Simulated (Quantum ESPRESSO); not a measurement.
**Band energies of LuAgO2 at -1.5 % isotropic strain**

```
LuAgO2
1.0
    1.66825     0.96316     6.07095
   -1.66825     0.96316     6.07095
    0.00000    -1.92633     6.07095
O Ag Lu
2 1 1
Cartesian
  0.00000   0.00000  16.20417
  0.00000   0.00000   2.00868
  0.00000   0.00000   0.00000
  0.00000   0.00000   9.10643
```

PBEsol (pw.x of Quantum ESPRESSO, ONCV potentials, without SOC); path ΓLB1,BZΓX,QFP1Z,LP; energies in eV from the valence-band maximum.

```csv
k (1/Å),point,band 24,band 25,band 26,band 27,band 28,band 29,band 30,band 31
0.00,Γ,-1.92,-1.92,-1.32,-0.84,-0.84,2.29,6.07,6.07
0.55,,-2.09,-1.91,-1.64,-0.94,-0.90,3.15,5.18,6.62
1.10,L,-2.15,-2.11,-0.88,-0.65,0.00,2.83,4.88,6.13
1.68,,-2.11,-2.05,-1.46,-0.79,-0.14,4.29,5.49,6.24
1.79,B1,-2.06,-2.01,-1.58,-0.82,-0.17,4.69,5.05,6.14
1.79,B,-2.06,-2.01,-1.58,-0.82,-0.17,4.69,5.05,6.14
2.12,,-1.99,-1.97,-1.44,-0.96,-0.34,3.33,5.40,5.89
2.77,,-2.21,-2.08,-1.72,-0.42,-0.30,3.77,4.32,5.85
2.98,Z,-2.22,-2.09,-1.78,-0.21,-0.21,3.93,3.96,6.00
3.37,,-2.02,-2.02,-1.42,-0.71,-0.71,2.48,5.65,6.06
3.50,Γ,-1.92,-1.92,-1.32,-0.84,-0.84,2.29,6.07,6.07
3.90,,-2.04,-1.78,-1.38,-1.17,-0.99,2.83,5.55,6.30
4.39,,-2.12,-1.85,-1.34,-0.76,-0.69,3.58,5.79,5.83
4.79,X,-2.10,-1.98,-1.58,-0.81,-0.17,4.60,5.20,6.16
4.79,Q,-2.10,-1.98,-1.58,-0.81,-0.17,4.60,5.20,6.16
4.91,,-2.00,-1.90,-1.70,-0.91,-0.21,4.62,5.01,6.00
5.38,F,-2.06,-1.57,-1.46,-1.35,-0.35,3.41,4.91,6.04
5.38,P1,-2.11,-1.92,-1.22,-1.00,-0.27,3.15,4.95,6.07
5.81,,-2.16,-2.03,-1.16,-1.02,-0.66,3.07,5.04,6.11
6.25,,-2.21,-2.08,-1.74,-0.35,-0.27,3.82,4.19,5.90
6.42,Z,-2.22,-2.09,-1.78,-0.21,-0.21,3.93,3.96,6.00
6.42,L,-2.15,-2.11,-0.88,-0.65,0.00,2.83,4.88,6.13
6.77,P,-2.11,-1.92,-1.22,-1.00,-0.27,3.15,4.95,6.07
```

The PBEsol gap is indirect, 2.29 eV, from L to Γ; the smallest direct gap is 2.83 eV.

Spin-orbit splittings are left out. The 4f states are in the valence at their DFT position.

Geometry strained from the cell relaxed with PBEsol, atoms relaxed again.

The structure is a Materials Project entry; no match was found in the copy of COD used, and its stability was not checked.
